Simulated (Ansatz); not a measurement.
The elements of this relaxed trial crystal are hidden behind letters.

```
lattice vectors (Å)
   4.9848    0.0000    0.0000
   0.0000    4.9848    0.0000
   0.0000    0.0000    4.9848
fractional positions
X 0.0000 0.0000 0.0000
Z 0.5000 0.5000 0.5000
Q 0.0000 0.5000 0.5000
Q 0.5000 0.0000 0.5000
Q 0.5000 0.5000 0.0000
```

Computed with DFT PBE, scalar-relativistic, plane waves, PAW in Ansatz. Plane waves to 420 eV, an 8×8×8 mesh through Γ for the 5-atom cell and 0.10 eV Gaussian smearing; no spin polarisation.

| Property | Result |
| --- | --- |
| Space group | Pm-3m (No. 221) |
| Conventional cell | a = 4.985 Å |
| Volume per atom | 24.77 Å³ |
| Density | 2.27 g/cm³ |
| Energy over the elements | +0.26 eV/atom |
| Gap on the 8×8×8 mesh of the 5-atom cell | 0 eV (a metal) |

Energies are uncorrected and count from the elements' standard states at the same level.

Q: X is an s-block element of period 4, Z is a d-block element of period 4 and Q is a p-block element of period 3. Which elements are they?

A: X = Ca, Z = Sc, Q = Si, so the formula is CaScSi3, here in the cubic perovskite type. Density times volume gives a mean mass of 2.27 × 24.77/1.6605 = 33.9 u per atom, and this set has 33.9 u. Ca is surrounded by 12 Si at 3.52 Å; Sc has 6 Si at 2.49 Å; around Si lie 2 Sc at 2.49 Å, 4 Ca at 3.52 Å and 8 Si at 3.52 Å. Other sets within the hints have nearly the same mass, so mass alone doesn't settle it; this one was computed.

A structure relaxed within its symmetry needn't be a true minimum.
